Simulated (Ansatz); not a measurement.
A distorted cell of WS2 (2H-MoS2 type, space group P6_3/mmc):

```yaml
crystal:
  lattice:
    - [3.15408, 0.00000, 0.00000]
    - [-1.57704, 2.73152, 0.00000]
    - [0.00000, 0.00000, 12.13731]
  atoms:
    - { symbol: W, position: [0.33333, 0.66667, 0.25000] }
    - { symbol: W, position: [0.66667, 0.33333, 0.75000] }
    - { symbol: S, position: [0.33333, 0.66667, 0.62026] }
    - { symbol: S, position: [0.66667, 0.33333, 0.12026] }
    - { symbol: S, position: [0.66667, 0.33333, 0.37974] }
    - { symbol: S, position: [0.36628, 0.73256, 0.87974] }
```

These are PBE-D3(BJ) (plane waves to 420 eV, PAW, scalar-relativistic; Ansatz, a quantum-chemistry and plane-wave program) values and carry that method's errors. k mesh 10×10×3 (Γ-centred), Fermi-Dirac smearing 0.05 eV. E stands for the smeared free energy. Compression counts positive. Spin-orbit coupling is left out, though W is heavy. WS2 is run without spin polarisation. WS2 was relaxed with its symmetry unable to fall.

Problem. Predict the force on every atom, in eV/Å.

Solution. 
```csv
atom,Fx,Fy,Fz
W1,0.000,0.012,-0.002
W2,0.000,2.076,-0.446
S3,0.000,-0.011,-0.011
S4,0.000,0.016,0.003
S5,0.000,-0.005,-0.001
S6,0.000,-2.088,0.457
```

Problem. Give the stress tensor in GPa and the pressure.

Solution. 
```
   -0.6      0.0      0.0
    0.0      1.4     -4.8
    0.0     -4.8      1.1
```
The pressure, a third of the trace, is 0.6 GPa.

Problem. In it atom 6 sits (0.000, 0.180, 0.000) Å away from its relaxed site. What is its energy relative to the relaxed cell?

Solution. 182 meV/cell.

(A displaced cell: forces are minus the slopes of the energy, force constants its curvatures, and phonons follow from these.)
